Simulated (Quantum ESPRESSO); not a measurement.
Simulation results for SiGe6N (made-up cell), Ge6BP (made-up cell)

Calculation on a made-up crystal cell, not a measurement: periodic Kohn-Sham density functional theory in plane waves with PseudoDojo standard norm-conserving scalar-relativistic pseudopotentials, each functional with its own files (v0.5 for PBE, v0.4.1 for LDA and PBEsol), no spin polarisation, no spin-orbit coupling, atoms not relaxed, stress positive in tension, energies less a fixed whole-eV offset for each atom's element; levels are Kohn-Sham levels at fractions of this cell's reciprocal vectors, counted from the reference band (half the neutral cell's valence electrons, rounded up) at Gamma; error bars cover cutoff and k-mesh only, not smearing or the files; added strain carries the atoms with the cell, and shear is the tensor component; each bar is the largest change over components, and at least 0.002 eV, 0.002 eV per angstrom or 0.02 GPa; energies are for the whole cell, and the offsets were chosen from early runs and are not element reference energies. Program: Quantum ESPRESSO 7.5.

Common to all runs: lattice type zincblende/diamond; functional pbe; fermi dirac smearing 0.1 eV; scf tolerance 1e-07 eV; electrons removed 0; k mesh 6 x 6 x 6, shifted by half a step.

(1) SiGe6N (made-up cell)

```xyz
8
Lattice="5.6215 0.0000 0.0000 0.0000 5.6215 0.0000 0.0000 0.0000 5.6215" Properties=species:S:1:pos:R:3 SiGe6N
Ge    -0.0226     0.0019     0.0086
Ge    -0.0193     2.8642     2.8322
Ge     2.8162    -0.0241     2.7575
Ge     2.7869     2.8774     0.0006
Ge     1.3866     1.3700     1.4411
N      1.3744     4.2098     4.2444
Si     4.2243     1.4595     4.2037
Ge     4.2115     4.2060     1.3592
```

It was run with cutoff 1143 eV.

Results for SiGe6N (made-up cell): free energy less offsets 0.3091 eV; smearing term minus ts -0.04285 eV; scf iterations 10; pressure -2.927 GPa; stress xx 2.765 GPa; stress yy 2.983 GPa; stress zz 3.034 GPa; stress yz 0.3089 GPa; stress xz -0.1943 GPa; stress xy -0.3615 GPa; fermi level 0.4525 eV; reference band 47; error bar energy 0.01099 eV; error bar stress 0.0346 GPa; error bar force 0.006494 eV/Å; error bar next band up 0.002 eV; error bar fermi level 0.009202 eV; error bars from tighter rerun of a related cell.

Atoms:
| atoms element | atom site | atom energy offset (eV) |
| --- | --- | --- |
| Ge | 1 | -2430 |
| Ge | 2 | -2430 |
| Ge | 3 | -2430 |
| Ge | 4 | -2430 |
| Ge | 5 | -2430 |
| N | 6 | -283 |
| Si | 7 | -115 |
| Ge | 8 | -2430 |

Forces:
| site | x (eV/Å) | y (eV/Å) | z (eV/Å) |
| --- | --- | --- | --- |
| 1 | 0.853 | -0.4067 | -1.562 |
| 2 | 1.178 | 0.4769 | 1.086 |
| 3 | -0.3766 | -0.366 | 1.852 |
| 4 | -1.308 | -0.1597 | -1.497 |
| 5 | -0.04761 | 0.713 | -0.3082 |
| 6 | 0.02298 | 0.008408 | -0.04745 |
| 7 | -0.4667 | -0.4001 | 0.109 |
| 8 | 0.1456 | 0.1343 | 0.3673 |

Levels:
| level k point | next band up (eV) |
| --- | --- |
| Gamma | 1.163 |
| (1/2,1/2,1/2) | 0.9607 |
| (0.15,0,0) | 1.544 |
| (0,0.15,0) | 1.531 |
| (0,0,0.15) | 1.538 |

(2) SiGe6N (made-up cell)

```xyz
8
Lattice="5.6215 0.0000 0.0000 0.0000 5.6215 0.0000 0.0000 0.0000 5.6215" Properties=species:S:1:pos:R:3 SiGe6N
Ge    -0.0226     0.0019     0.0086
Ge    -0.0193     2.8642     2.8322
Ge     2.8162    -0.0241     2.7575
Ge     2.7869     2.8774     0.0006
Ge     1.3866     1.3700     1.4411
N      1.3744     4.2098     4.2444
Si     4.2243     1.4595     4.2037
Ge     4.2115     4.2060     1.4508
```

Here we set cutoff 1143 eV.

The calculation gives: free energy less offsets 0.3276 eV; smearing term minus ts -0.04307 eV; scf iterations 10; pressure -2.899 GPa; stress xx 2.737 GPa; stress yy 2.946 GPa; stress zz 3.016 GPa; stress yz 0.3283 GPa; stress xz -0.1682 GPa; stress xy 0.5566 GPa; fermi level 0.4181 eV; reference band 47; error bar energy 0.01099 eV; error bar stress 0.0346 GPa; error bar force 0.006494 eV/Å; error bar next band up 0.002 eV; error bar fermi level 0.009202 eV; error bars from tighter rerun of this cell.

Atoms:
| atoms element | atom site | atom energy offset (eV) |
| --- | --- | --- |
| Ge | 1 | -2430 |
| Ge | 2 | -2430 |
| Ge | 3 | -2430 |
| Ge | 4 | -2430 |
| Ge | 5 | -2430 |
| N | 6 | -283 |
| Si | 7 | -115 |
| Ge | 8 | -2430 |

Forces:
| site | x (eV/Å) | y (eV/Å) | z (eV/Å) |
| --- | --- | --- | --- |
| 1 | 0.6331 | -0.6579 | -1.294 |
| 2 | 1.432 | 0.2096 | 1.391 |
| 3 | -0.6351 | -0.08515 | 2.139 |
| 4 | -1.048 | 0.1033 | -1.202 |
| 5 | -0.0433 | 0.7129 | -0.4029 |
| 6 | 0.02279 | 0.009253 | -0.01099 |
| 7 | -0.4653 | -0.3986 | 0.1535 |
| 8 | 0.1039 | 0.1067 | -0.7734 |

Levels:
| level k point | next band up (eV) |
| --- | --- |
| Gamma | 1.112 |
| (1/2,1/2,1/2) | 0.9175 |
| (0.15,0,0) | 1.489 |
| (0,0.15,0) | 1.483 |
| (0,0,0.15) | 1.452 |

(3) SiGe6N (made-up cell)

```xyz
8
Lattice="5.6215 0.0000 0.0000 0.0000 5.6215 0.0000 0.0000 0.0000 5.6215" Properties=species:S:1:pos:R:3 SiGe6N
Ge    -0.0226     0.0019     0.0086
Ge    -0.0193     2.8642     2.8322
Ge     2.8162    -0.0241     2.7575
Ge     2.7869     2.8774     0.0006
Ge     1.3866     1.3700     1.4411
N      1.3744     4.2098     4.2444
Si     4.2243     1.4595     4.2037
Ge     4.2115     4.2060     1.4711
```

It was run with cutoff 1143 eV.

Results for SiGe6N (made-up cell): free energy less offsets 0.3459 eV; smearing term minus ts -0.04318 eV; scf iterations 10; pressure -2.871 GPa; stress xx 2.695 GPa; stress yy 2.903 GPa; stress zz 3.015 GPa; stress yz 0.3337 GPa; stress xz -0.1645 GPa; stress xy 0.7614 GPa; fermi level 0.4003 eV; reference band 47; error bar energy 0.01099 eV; error bar stress 0.0346 GPa; error bar force 0.006494 eV/Å; error bar next band up 0.002 eV; error bar fermi level 0.009202 eV; error bars from tighter rerun of a related cell.

Atoms:
| atoms element | atom site | atom energy offset (eV) |
| --- | --- | --- |
| Ge | 1 | -2430 |
| Ge | 2 | -2430 |
| Ge | 3 | -2430 |
| Ge | 4 | -2430 |
| Ge | 5 | -2430 |
| N | 6 | -283 |
| Si | 7 | -115 |
| Ge | 8 | -2430 |

Forces:
| site | x (eV/Å) | y (eV/Å) | z (eV/Å) |
| --- | --- | --- | --- |
| 1 | 0.59 | -0.7081 | -1.238 |
| 2 | 1.496 | 0.1441 | 1.462 |
| 3 | -0.6985 | -0.01715 | 2.204 |
| 4 | -0.9975 | 0.1561 | -1.14 |
| 5 | -0.04245 | 0.7127 | -0.4238 |
| 6 | 0.02271 | 0.009305 | -0.002782 |
| 7 | -0.465 | -0.3982 | 0.1634 |
| 8 | 0.09519 | 0.1013 | -1.025 |

Levels:
| level k point | next band up (eV) |
| --- | --- |
| Gamma | 1.087 |
| (1/2,1/2,1/2) | 0.8949 |
| (0.15,0,0) | 1.455 |
| (0,0.15,0) | 1.45 |
| (0,0,0.15) | 1.414 |

(4) Ge6BP (made-up cell)

```xyz
8
Lattice="5.7212 -0.0093 -0.0218 -0.0093 5.8257 0.0076 -0.0218 0.0076 5.7265" Properties=species:S:1:pos:R:3 Ge6BP
Ge     0.0141     0.0671    -0.0284
Ge     0.0182     2.8673     2.8258
P      2.8644     0.0444     2.8842
Ge     2.7722     2.8646    -0.1629
Ge     1.3751     1.3959     1.4152
Ge     1.4598     4.4343     4.3279
Ge     4.3232     1.5561     4.3107
B      4.3213     4.3505     1.4414
```

It was run with cutoff 1061 eV.

Results for Ge6BP (made-up cell): free energy less offsets -0.4606 eV; smearing term minus ts -0.02766 eV; scf iterations 10; pressure -4.95 GPa; stress xx 4.524 GPa; stress yy 5.664 GPa; stress zz 4.661 GPa; stress yz -0.3869 GPa; stress xz -0.0301 GPa; stress xy 0.8404 GPa; fermi level 0.09027 eV; reference band 46; error bar energy 0.002 eV; error bar stress 0.02 GPa; error bar force 0.01273 eV/Å; error bar next band up 0.002574 eV; error bar fermi level 0.02273 eV; error bars from tighter rerun of a related cell.

Atoms:
| atoms element | atom site | atom energy offset (eV) |
| --- | --- | --- |
| Ge | 1 | -2430 |
| Ge | 2 | -2430 |
| P | 3 | -189 |
| Ge | 4 | -2430 |
| Ge | 5 | -2430 |
| Ge | 6 | -2430 |
| Ge | 7 | -2430 |
| B | 8 | -79 |

Forces:
| site | x (eV/Å) | y (eV/Å) | z (eV/Å) |
| --- | --- | --- | --- |
| 1 | -1.486 | -2.046 | 1.103 |
| 2 | -0.9706 | 2.105 | -0.8543 |
| 3 | 1.044 | -0.948 | -0.9497 |
| 4 | 1.294 | 0.8505 | 2.545 |
| 5 | 1.033 | 0.4418 | 0.2452 |
| 6 | -0.6977 | 0.3315 | -1.06 |
| 7 | -0.3201 | -0.617 | -0.6492 |
| 8 | 0.1035 | -0.1176 | -0.3797 |

Levels:
| level k point | next band up (eV) |
| --- | --- |
| Gamma | 0.4079 |
| (1/2,1/2,1/2) | -0.02217 |
| (0.15,0,0) | 0.4326 |
| (0,0.15,0) | 0.4977 |
| (0,0,0.15) | 0.4717 |

(5) Ge6BP (made-up cell)

```xyz
8
Lattice="5.7212 -0.0093 -0.0218 -0.0093 5.8257 0.0076 -0.0218 0.0076 5.7265" Properties=species:S:1:pos:R:3 Ge6BP
Ge     0.0141     0.0671    -0.0284
Ge     0.0182     2.8673     2.8258
P      2.8644     0.0444     2.8842
Ge     2.7722     2.8646    -0.1360
Ge     1.3751     1.3959     1.4152
Ge     1.4598     4.4343     4.3279
Ge     4.3232     1.5561     4.3107
B      4.3213     4.3505     1.4414
```

Here we set cutoff 1061 eV.

The calculation gives: free energy less offsets -0.5262 eV; smearing term minus ts -0.02677 eV; scf iterations 10; pressure -5.065 GPa; stress xx 4.666 GPa; stress yy 5.823 GPa; stress zz 4.707 GPa; stress yz -0.3536 GPa; stress xz 0.008761 GPa; stress xy 0.7173 GPa; fermi level 0.08541 eV; reference band 46; error bar energy 0.002 eV; error bar stress 0.02 GPa; error bar force 0.01273 eV/Å; error bar next band up 0.002574 eV; error bar fermi level 0.02273 eV; error bars from tighter rerun of a related cell.

Atoms:
| atoms element | atom site | atom energy offset (eV) |
| --- | --- | --- |
| Ge | 1 | -2430 |
| Ge | 2 | -2430 |
| P | 3 | -189 |
| Ge | 4 | -2430 |
| Ge | 5 | -2430 |
| Ge | 6 | -2430 |
| Ge | 7 | -2430 |
| B | 8 | -79 |

Forces:
| site | x (eV/Å) | y (eV/Å) | z (eV/Å) |
| --- | --- | --- | --- |
| 1 | -1.483 | -2.045 | 1.079 |
| 2 | -0.9683 | 2.106 | -0.8407 |
| 3 | 1.048 | -0.9478 | -0.929 |
| 4 | 1.355 | 0.9314 | 2.333 |
| 5 | 0.9906 | 0.4021 | 0.2964 |
| 6 | -0.6393 | 0.2488 | -0.9858 |
| 7 | -0.3936 | -0.5625 | -0.5793 |
| 8 | 0.09017 | -0.1322 | -0.3733 |

Levels:
| level k point | next band up (eV) |
| --- | --- |
| Gamma | 0.4114 |
| (1/2,1/2,1/2) | -0.05224 |
| (0.15,0,0) | 0.4423 |
| (0,0.15,0) | 0.4964 |
| (0,0,0.15) | 0.4768 |

(6) Ge6BP (made-up cell)

```xyz
8
Lattice="5.7212 -0.0093 -0.0218 -0.0093 5.8257 0.0076 -0.0218 0.0076 5.7265" Properties=species:S:1:pos:R:3 Ge6BP
Ge     0.0141     0.0671    -0.0284
Ge     0.0182     2.8673     2.8258
P      2.8644     0.0444     2.8842
Ge     2.7722     2.8646    -0.1163
Ge     1.3751     1.3959     1.4152
Ge     1.4598     4.4343     4.3279
Ge     4.3232     1.5561     4.3107
B      4.3213     4.3505     1.4414
```

Settings of this run: cutoff 1061 eV.

It finds free energy less offsets -0.5706 eV; smearing term minus ts -0.0262 eV; scf iterations 10; pressure -5.144 GPa; stress xx 4.761 GPa; stress yy 5.93 GPa; stress zz 4.74 GPa; stress yz -0.3283 GPa; stress xz 0.03832 GPa; stress xy 0.6305 GPa; fermi level 0.08207 eV; reference band 46; error bar energy 0.002 eV; error bar stress 0.02 GPa; error bar force 0.01273 eV/Å; error bar next band up 0.002574 eV; error bar fermi level 0.02273 eV; error bars from tighter rerun of a related cell.

Atoms:
| atoms element | atom site | atom energy offset (eV) |
| --- | --- | --- |
| Ge | 1 | -2430 |
| Ge | 2 | -2430 |
| P | 3 | -189 |
| Ge | 4 | -2430 |
| Ge | 5 | -2430 |
| Ge | 6 | -2430 |
| Ge | 7 | -2430 |
| B | 8 | -79 |

Forces:
| site | x (eV/Å) | y (eV/Å) | z (eV/Å) |
| --- | --- | --- | --- |
| 1 | -1.48 | -2.045 | 1.061 |
| 2 | -0.9664 | 2.106 | -0.8305 |
| 3 | 1.05 | -0.9475 | -0.9136 |
| 4 | 1.401 | 0.991 | 2.175 |
| 5 | 0.9579 | 0.3712 | 0.3354 |
| 6 | -0.598 | 0.1907 | -0.9314 |
| 7 | -0.4454 | -0.524 | -0.5284 |
| 8 | 0.0807 | -0.1424 | -0.3673 |

Levels:
| level k point | next band up (eV) |
| --- | --- |
| Gamma | 0.407 |
| (1/2,1/2,1/2) | -0.07378 |
| (0.15,0,0) | 0.449 |
| (0,0.15,0) | 0.4958 |
| (0,0,0.15) | 0.4808 |

(7) Ge6BP (made-up cell)

```xyz
8
Lattice="5.7212 -0.0093 -0.0218 -0.0093 5.8257 0.0076 -0.0218 0.0076 5.7265" Properties=species:S:1:pos:R:3 Ge6BP
Ge     0.0141     0.0671    -0.0284
Ge     0.0182     2.8673     2.8258
P      2.8644     0.0444     2.8842
Ge     2.7722     2.8646    -0.0501
Ge     1.3751     1.3959     1.4152
Ge     1.4598     4.4343     4.3279
Ge     4.3232     1.5561     4.3107
B      4.3213     4.3505     1.4414
```

It was run with cutoff 1061 eV.

The calculation gives: free energy less offsets -0.6967 eV; smearing term minus ts -0.02472 eV; scf iterations 10; pressure -5.369 GPa; stress xx 5.031 GPa; stress yy 6.228 GPa; stress zz 4.847 GPa; stress yz -0.2378 GPa; stress xz 0.1436 GPa; stress xy 0.3574 GPa; fermi level 0.07303 eV; reference band 46; error bar energy 0.002 eV; error bar stress 0.02 GPa; error bar force 0.01273 eV/Å; error bar next band up 0.002574 eV; error bar fermi level 0.02273 eV; error bars from tighter rerun of a related cell.

Atoms:
| atoms element | atom site | atom energy offset (eV) |
| --- | --- | --- |
| Ge | 1 | -2430 |
| Ge | 2 | -2430 |
| P | 3 | -189 |
| Ge | 4 | -2430 |
| Ge | 5 | -2430 |
| Ge | 6 | -2430 |
| Ge | 7 | -2430 |
| B | 8 | -79 |

Forces:
| site | x (eV/Å) | y (eV/Å) | z (eV/Å) |
| --- | --- | --- | --- |
| 1 | -1.47 | -2.041 | 0.9992 |
| 2 | -0.9589 | 2.103 | -0.7951 |
| 3 | 1.057 | -0.9455 | -0.8609 |
| 4 | 1.558 | 1.195 | 1.633 |
| 5 | 0.8385 | 0.255 | 0.4747 |
| 6 | -0.4675 | 0.01018 | -0.7515 |
| 7 | -0.6073 | -0.4038 | -0.36 |
| 8 | 0.05058 | -0.173 | -0.3396 |

Levels:
| level k point | next band up (eV) |
| --- | --- |
| Gamma | 0.3691 |
| (1/2,1/2,1/2) | -0.1417 |
| (0.15,0,0) | 0.4698 |
| (0,0.15,0) | 0.4974 |
| (0,0,0.15) | 0.4956 |

(8) Ge6BP (made-up cell)

```xyz
8
Lattice="5.7212 -0.0093 -0.0218 -0.0093 5.8257 0.0076 -0.0218 0.0076 5.7265" Properties=species:S:1:pos:R:3 Ge6BP
Ge     0.0141     0.0671    -0.0284
Ge     0.0182     2.8673     2.8258
P      2.8644     0.0444     2.8842
Ge     2.7722     2.8646     0.0465
Ge     1.3751     1.3959     1.4152
Ge     1.4598     4.4343     4.3279
Ge     4.3232     1.5561     4.3107
B      4.3213     4.3505     1.4414
```

Settings of this run: cutoff 1061 eV.

Atoms:
| atoms element | atom site | atom energy offset (eV) |
| --- | --- | --- |
| Ge | 1 | -2430 |
| Ge | 2 | -2430 |
| P | 3 | -189 |
| Ge | 4 | -2430 |
| Ge | 5 | -2430 |
| Ge | 6 | -2430 |
| Ge | 7 | -2430 |
| B | 8 | -79 |

Questions
1. Ge6BP (made-up cell) (entry 8): fermi level?
2. What stress yz does the calculation give for Ge6BP (made-up cell) (entry 8)?

Calculated values
1. 0.07011 eV
2. -0.09291 GPa

Further results for Ge6BP (made-up cell) (entry 8):

* free energy less offsets: -0.8155 eV
* smearing term minus ts: -0.02362 eV
* scf iterations: 10
* pressure: -5.587 GPa
* stress xx: 5.281 GPa
* stress yy: 6.493 GPa
* stress zz: 4.987 GPa
* stress xz: 0.3089 GPa
* stress xy: -0.0007997 GPa
* reference band: 46
* error bar energy: 0.002 eV
* error bar stress: 0.02 GPa
* error bar force: 0.01273 eV/Å
* error bar next band up: 0.002574 eV
* error bar fermi level: 0.02273 eV
* error bars from: tighter rerun of a related cell

Forces:
| site | x (eV/Å) | y (eV/Å) | z (eV/Å) |
| --- | --- | --- | --- |
| 1 | -1.456 | -2.033 | 0.9078 |
| 2 | -0.9457 | 2.096 | -0.7397 |
| 3 | 1.061 | -0.9402 | -0.7812 |
| 4 | 1.801 | 1.504 | 0.8246 |
| 5 | 0.6358 | 0.04881 | 0.6975 |
| 6 | -0.2992 | -0.215 | -0.5022 |
| 7 | -0.8101 | -0.2525 | -0.1272 |
| 8 | 0.01196 | -0.2083 | -0.2796 |

Levels:
| level k point | next band up (eV) |
| --- | --- |
| Gamma | 0.3045 |
| (1/2,1/2,1/2) | -0.22 |
| (0.15,0,0) | 0.5 |
| (0,0.15,0) | 0.5147 |
| (0,0,0.15) | 0.5226 |
